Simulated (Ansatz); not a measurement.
Structure: an ordered 8-atom cell of GaB3As4 on the zincblende lattice (R3m), at its r2SCAN minimum. B is surrounded by 4 As at 2.07–2.14 Å; B is surrounded by 4 As at 2.08–2.14 Å; Ga is surrounded by 4 As at 2.30–2.43 Å; As is surrounded by 4 B at 2.07–2.14 Å; As is surrounded by 4 B at 2.08–2.14 Å; As is surrounded by 3 B at 2.14 Å and 1 Ga at 2.43 Å; As is surrounded by 1 B at 2.07 Å and 3 Ga at 2.30 Å.

Space group R3m:H (No. 160). a = 3.529 Å, b = 3.529 Å, c = 35.114 Å, α = 90.00°, β = 90.00°, γ = 120.00°
```csv
atom,site,symmetry,x,y,z
B,3a,3m,0.0000,0.0000,0.0050
B,3a,3m,0.6667,0.3333,0.0829
B,3a,3m,0.3333,0.6667,0.1610
Ga,3a,3m,0.0000,0.0000,0.2491
As,3a,3m,0.6667,0.3333,0.0239
As,3a,3m,0.3333,0.6667,0.1019
As,3a,3m,0.0000,0.0000,0.1800
As,3a,3m,0.6667,0.3333,0.2795
```

3 runs of the plane-wave code Ansatz on this cell differ in the functional (and in the settings that go with it). Levels are in eV from each run's valence top; v1 is the last filled band, c1 the first empty one.

Run A, mean stress +2.3 GPa (compression positive):
```tsv
point	v4	v3	v2	v1	c1	c2
Γ	-1.81	-1.26	0.00	0.00	0.58	0.98
T	-1.74	-1.74	-0.09	-0.09	0.58	0.96
H₂	-4.44	-4.35	-3.94	-3.75	1.28	1.40
L	-4.02	-3.81	-3.33	-2.02	0.21	0.75
```

Run B, mean stress -0.5 GPa (compression positive):
```tsv
point	v4	v3	v2	v1	c1	c2
Γ	-1.92	-1.33	0.00	0.00	1.31	1.75
T	-1.84	-1.84	-0.08	-0.08	1.31	1.73
H₂	-4.81	-4.69	-4.27	-4.04	1.96	2.05
L	-4.31	-4.08	-3.59	-2.20	0.80	1.38
```

Run C, mean stress 0.0 GPa (compression positive):
```tsv
point	v4	v3	v2	v1	c1	c2
Γ	-1.84	-1.26	0.00	0.00	0.81	1.25
T	-1.77	-1.77	-0.09	-0.09	0.82	1.22
H₂	-4.60	-4.51	-4.08	-3.90	1.56	1.66
L	-4.16	-3.95	-3.46	-2.10	0.42	1.00
```

Question: Match the runs to PBE, r2SCAN, HSE06.

Answer: A is PBE, B is HSE06, C is r2SCAN. In order of the gap: PBE 0.03, r2SCAN 0.23, HSE06 0.60 eV. The stress vanishes for r2SCAN, which relaxed the cell.

No spin polarisation. The prototype was imposed, so other structures may be more stable.

Spin-orbit coupling is left out.

The program warns that its thresholds are loose for a hybrid's stress.

Gaps or overlaps of about a tenth of an eV are at the limit of these meshes: between the points read a gap can be smaller or closed.
